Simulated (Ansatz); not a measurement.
Zn (hcp, Mg type)

```yaml
crystal:
  lattice:
    - [2.64671, 0.00000, 0.00000]
    - [-1.32336, 2.29212, 0.00000]
    - [0.00000, 0.00000, 4.67807]
  atoms:
    - { symbol: Zn, position: [0.33333, 0.66667, 0.75000] }
    - { symbol: Zn, position: [0.66667, 0.33333, 0.25000] }
```

Two coordinates are scanned: the volume, and the ratio of the stretch along z (the conventional c axis) to the stretch across it. Atoms keep their fractional coordinates.

Level of theory: r2SCAN (plane waves to 500 eV, PAW, scalar-relativistic; Ansatz, a first-principles code). k mesh 20×20×10 (Γ-centred), Fermi-Dirac smearing 0.05 eV. Compression counts positive. With partly filled bands, the response to shear is sensitive to the k mesh, so small differences along c/a are uncertain. The PAW data are Ansatz's earlier set. Zn was relaxed with its symmetry unable to fall.

At one point of the scan the stress tensor (GPa) is:

```
   -2.6      0.0      0.0
    0.0     -2.6      0.0
    0.0      0.0     -1.8
```

### Question
Which point is it?
A. V/V₀ = 1.013, (c/a)/(c/a)₀ = 1.027
B. V/V₀ = 1.027, (c/a)/(c/a)₀ = 1.053
C. V/V₀ = 1.013, (c/a)/(c/a)₀ = 0.973
D. V/V₀ = 1.027, (c/a)/(c/a)₀ = 1.000

### Answer
D, V/V₀ = 1.027, (c/a)/(c/a)₀ = 1.000

(A scan under strain: stresses follow from slopes of the energy per volume, elastic moduli from its curvatures.)
